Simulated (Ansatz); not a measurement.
# ⁵⁹Co nuclear quadrupole resonance in La2AlCo2C

Cell: an entry of the Crystallography Open Database (COD), taken as it stands.

```cif
data_La2AlCo2C
_symmetry_space_group_name_H-M 'Immm'
_symmetry_Int_Tables_number 71
_cell_length_a 4.1841
_cell_length_b 6.1161
_cell_length_c 9.0910
_cell_angle_alpha 90.000
_cell_angle_beta 90.000
_cell_angle_gamma 90.000
loop_
_atom_site_label
_atom_site_type_symbol
_atom_site_symmetry_multiplicity
_atom_site_Wyckoff_symbol
_atom_site_fract_x
_atom_site_fract_y
_atom_site_fract_z
La La 4 j 0.5000 0.0000 0.1892
Al Al 2 c 0.0000 0.0000 0.5000
Co Co 4 g 0.0000 0.2933 0.0000
C C 2 a 0.0000 0.0000 0.0000
```

One atom of each set is listed; the run and its k-mesh use a cell of 6 atoms with edges of 5.86, 5.86, 5.86 Å.

Method: Kohn–Sham DFT in Ansatz, PBE, plane waves and PAW, scalar-relativistic, collinear spin, 420 eV cutoff, Γ-centred 9×9×9 k-points, Fermi–Dirac smearing 0.05 eV. Start moments as typed (μB): 2 on each Co, none on the rest.

⁵⁹Co: I = 7/2, Q = 420.0 mb (year-2017 value). Static lattice, zero field.

(1) At which frequencies do the ⁵⁹Co NQR lines lie?

Answers

(1) For I = 7/2 and η = 0 the lines are |C_Q|/14 times 1, 2 and 3; η shifts the lowest up most. At large η the states mix, and weaker lines appear at sums of the main ones; lines under 5 % of the strongest are left out.

```
site  atoms  V_zz (10²¹ V/m²)  C_Q (MHz)     η  line frequencies (MHz)
  Co      2             -4.39      -44.6  0.66  5.79, 6.35, 9.11, 12.1
```

At Co V_zz points along its bond to C (within 1°).

The largest force is 0.4 eV/Å, so the atoms aren't at the calculated equilibrium and relaxing them would move these values. The run finds no gap above 0.1 eV (a metal, or nearly one), so the gradients can move by 10 % or more with the k-mesh. With these PAW files V_zz is typically within 2 to 3 % of all-electron values, but misses above 10 % occur on Co. The start moments die out, and the run ends without spin.
